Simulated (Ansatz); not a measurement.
BaTe:
```yaml
crystal:
  lattice:
    - [0.00000, 3.53156, 3.53156]
    - [3.53156, 0.00000, 3.53156]
    - [3.53156, 3.53156, 0.00000]
  atoms:
    - { symbol: Ba, position: [0.00000, 0.00000, 0.00000] }
    - { symbol: Te, position: [0.50000, 0.50000, 0.50000] }
```

Relaxed with r²SCAN. Special points in fractions of this cell's reciprocal vectors: Γ (0.000, 0.000, 0.000); X (0.500, 0.000, 0.500); U (0.625, 0.250, 0.625); K (0.375, 0.375, 0.750); L (0.500, 0.500, 0.500); W (0.500, 0.250, 0.750).

Q: List the band energies nearest the valence-band maximum at these points for r²SCAN with spin–orbit coupling in the plane-wave PAW code Ansatz.

A: In eV from the valence-band maximum; about four levels below and three above (degenerate sets whole), none deeper than 8.9 eV; points with the same levels are listed once.

| k | below | above |
|---|---|---|
| Γ | 0.00 0.00 0.00 0.00 | 3.15 3.15 3.15 3.15 |
| X | -0.84 -0.84 -0.36 -0.36 | 1.74 1.74 4.72 4.72 |
| U | -1.19 -1.19 -0.86 -0.86 | 2.76 2.76 5.16 5.16 |
| L | -1.42 -1.42 -1.09 -1.09 | 4.29 4.29 4.97 4.97 |
| W | -1.08 -1.08 -1.02 -1.02 | 3.62 3.62 3.73 3.73 |

Space group Fm-3m (rock salt). Symmetry was held in the r²SCAN relaxation.

Potentials: the later of the program's two PAW sets.
